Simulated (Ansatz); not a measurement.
The start is a relaxed ZnO cell with every coordinate shifted by Gaussian noise of σ = 0.1 Å. The cell and all atomic positions are relaxed at zero pressure with PBE (plane waves to 420 eV, PAW, scalar-relativistic; Ansatz, an electronic-structure program). The first steps use a coarse 8×8×5 k-mesh.

Starting cell:
```yaml
crystal:
  lattice:
    - [3.27960, 0.00000, 0.00000]
    - [-1.63980, 2.84021, 0.00000]
    - [0.00000, 0.00000, 5.29330]
  atoms:
    - { symbol: Zn, position: [0.65336, 0.32667, 0.99112] }
    - { symbol: Zn, position: [0.35871, 0.68502, 0.49370] }
    - { symbol: O, position: [0.71799, 0.39924, 0.62253] }
    - { symbol: O, position: [0.36670, 0.64407, 0.12819] }
```

* **Energy released**: 0.05 eV/atom
* **Relative to the parent**: The parent structure is recovered, P6₃mc (No. 186)
* **Shortest distances (start → end)**: The closest pairs of elements (up to four, under 3.6 Å), start → end: O–Zn 1.86 → 2.00 Å; O–O 3.12 → 3.25 Å; Zn–Zn 3.20 → 3.25 Å
* **Band gap at the end**: 0.74 eV, direct at Γ (no spin-orbit coupling)
* **Optimiser moves**: 5

Final values are on a 12×12×6 k-mesh of the relaxed cell. No spin polarisation in the result.
